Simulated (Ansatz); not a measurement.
Input:

Ge₂Sb₂TeSe₄:
Space group P-3m1 (No. 164); a = 3.9964 Å, b = 3.9964 Å, c = 17.1589 Å, α = 90.00°, β = 90.00°, γ = 120.00°

```csv
atom,site,symmetry,x,y,z
Ge,2c,3m.,0.0000,0.0000,0.3423
Sb,2d,3m.,0.3333,0.6667,0.1231
Te,1a,-3m.,0.0000,0.0000,0.0000
Se,2d,3m.,0.6667,0.3333,0.2149
Se,2d,3m.,0.3333,0.6667,0.4149
```

This is the r²SCAN+D4-relaxed structure.

Q: All from the program Ansatz at the r²SCAN+D4 level (PAW), unless another level is named. Estimate the electronic character.

A: metallic (no gap).

Q: Give the formation energy from the elements (no fitted shifts).

A: -0.15 eV/atom.

Q: Give the gap with spin–orbit coupling.

A: none (metallic).

The start of the workflow was typed in or built on a structure type; neither database checked (COD, Materials Project) lists it. Whether it is the stable phase at ambient conditions was not checked. Symmetry was held in the r²SCAN+D4 relaxation; whether a distortion lowers the energy is not shown. A small band overlap can be real or an error of a semilocal functional. The references are the lowest solids computed at this level, not always the standard phases. Scalar-relativistic: spin–orbit coupling is off unless named, which matters more the heavier the elements.

Potentials: the later of the program's two PAW sets.
